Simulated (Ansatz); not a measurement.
TeAsRu:
```xyz
12
Lattice="6.3956 0.0000 0.0000 0.0000 6.3269 0.0000 -2.5565 0.0000 5.9102" Properties=species:S:1:pos:R:3 pbc="T T T"
Te     0.0625     2.3749     2.1630
Te     3.7767     3.9520     3.7472
Te     5.0549     5.5383     0.7921
Te    -1.2157     0.7886     5.1181
As     1.8303     4.0720     0.9997
As     2.0089     2.2549     4.9106
As     3.2871     0.9085     1.9554
As     0.5521     5.4184     3.9548
Ru     1.0703     6.2701     1.7396
Ru     2.7688     0.0568     4.1706
Ru     4.0471     3.1067     1.2155
Ru    -0.2079     3.2202     4.6947
```

Relaxed with r²SCAN.

### Question
Which orbitals make up the states near the band edges in plane-wave PAW r²SCAN (Ansatz code)?

### Answer
Top 1 eV of the valence band: Ru 4d 61 %, Te 5p 20 %, As 4p 14 %. Bottom 1 eV of the conduction band: Ru 4d 50 %, As 4p 19 %, Te 5p 18 %, Te 5s 5 %. Projections are on Löwdin-orthogonalised atomic valence shells; empty p or d shells of many metals are not among them.

### Question
Tabulate the density of states.

### Answer
States/eV per cell of 12 atoms, in 0.25 eV bins, energy from the valence-band maximum.

| E (eV) | total | Ru 4d | Te 5p | As 4p |
|---|---|---|---|---|
| -7.90 | 0.00 | 0.00 | 0.00 | 0.00 |
| -7.65 | 0.00 | 0.00 | 0.00 | 0.00 |
| -7.40 | 0.00 | 0.00 | 0.00 | 0.00 |
| -7.15 | 0.00 | 0.00 | 0.00 | 0.00 |
| -6.90 | 0.00 | 0.00 | 0.00 | 0.00 |
| -6.65 | 0.00 | 0.00 | 0.00 | 0.00 |
| -6.40 | 0.00 | 0.00 | 0.00 | 0.00 |
| -6.15 | 0.22 | 0.04 | 0.09 | 0.07 |
| -5.90 | 4.05 | 0.70 | 1.81 | 1.19 |
| -5.65 | 7.21 | 1.37 | 3.25 | 2.07 |
| -5.40 | 10.25 | 2.30 | 4.36 | 2.79 |
| -5.15 | 8.03 | 1.96 | 3.11 | 2.28 |
| -4.90 | 7.84 | 2.11 | 2.82 | 2.23 |
| -4.65 | 6.90 | 2.08 | 2.29 | 2.00 |
| -4.40 | 7.22 | 2.36 | 2.13 | 2.17 |
| -4.15 | 7.01 | 2.73 | 1.87 | 1.97 |
| -3.90 | 7.95 | 3.38 | 2.00 | 2.16 |
| -3.65 | 10.55 | 4.37 | 2.77 | 2.86 |
| -3.40 | 9.21 | 3.84 | 2.49 | 2.34 |
| -3.15 | 11.64 | 4.90 | 3.35 | 2.73 |
| -2.90 | 11.47 | 4.97 | 3.18 | 2.71 |
| -2.65 | 9.77 | 4.29 | 2.55 | 2.37 |
| -2.40 | 9.96 | 4.85 | 2.30 | 2.26 |
| -2.15 | 10.98 | 5.94 | 2.29 | 2.23 |
| -1.90 | 11.87 | 7.27 | 2.11 | 1.96 |
| -1.65 | 13.87 | 9.56 | 1.96 | 1.74 |
| -1.40 | 17.48 | 12.09 | 2.46 | 2.25 |
| -1.15 | 13.30 | 8.38 | 2.29 | 2.06 |
| -0.90 | 13.79 | 8.56 | 2.62 | 2.02 |
| -0.65 | 12.91 | 7.11 | 3.01 | 2.22 |
| -0.40 | 11.30 | 7.39 | 2.18 | 1.26 |
| -0.15 | 5.22 | 3.29 | 1.03 | 0.68 |
| 0.10 | 0.00 | 0.00 | 0.00 | 0.00 |
| 0.35 | 0.00 | 0.00 | 0.00 | 0.00 |
| 0.60 | 0.00 | 0.00 | 0.00 | 0.00 |
| 0.85 | 0.00 | 0.00 | 0.00 | 0.00 |
| 1.10 | 0.40 | 0.24 | 0.05 | 0.03 |
| 1.35 | 6.73 | 3.77 | 1.00 | 1.01 |
| 1.60 | 8.41 | 4.27 | 1.50 | 1.63 |
| 1.85 | 5.61 | 2.56 | 1.06 | 1.25 |
| 2.10 | 7.59 | 3.06 | 1.71 | 1.77 |
| 2.35 | 7.89 | 2.86 | 2.01 | 1.97 |
| 2.60 | 9.04 | 2.92 | 2.40 | 2.55 |
| 2.85 | 9.05 | 2.70 | 2.43 | 2.86 |
| 3.10 | 7.59 | 2.04 | 1.98 | 2.68 |
| 3.35 | 8.05 | 2.00 | 2.00 | 3.15 |
| 3.60 | 8.05 | 2.05 | 2.17 | 2.96 |
| 3.85 | 6.19 | 1.43 | 1.87 | 2.27 |
| 4.10 | 8.06 | 1.75 | 2.47 | 3.01 |
| 4.35 | 5.36 | 1.24 | 1.48 | 2.05 |
| 4.60 | 6.28 | 1.48 | 1.58 | 2.47 |
| 4.85 | 4.47 | 1.10 | 0.99 | 1.81 |
| 5.10 | 2.65 | 0.69 | 0.54 | 1.09 |
| 5.35 | 0.59 | 0.16 | 0.13 | 0.23 |
| 5.60 | 0.23 | 0.01 | 0.01 | 0.01 |
| 5.85 | 1.09 | 0.02 | 0.07 | 0.05 |

Space group P2_1/c. The first step of the workflow began from a Materials Project structure, measured or hypothetical; the Crystallography Open Database copy checked does not list it. Its standing as an ambient phase is unchecked. The cell was relaxed with r²SCAN under the symmetry of its start; its stability against distortions is not shown here. The run is not spin-polarised. Spin–orbit coupling is left out wherever it is not named.

Potentials: the later of the program's two PAW sets.
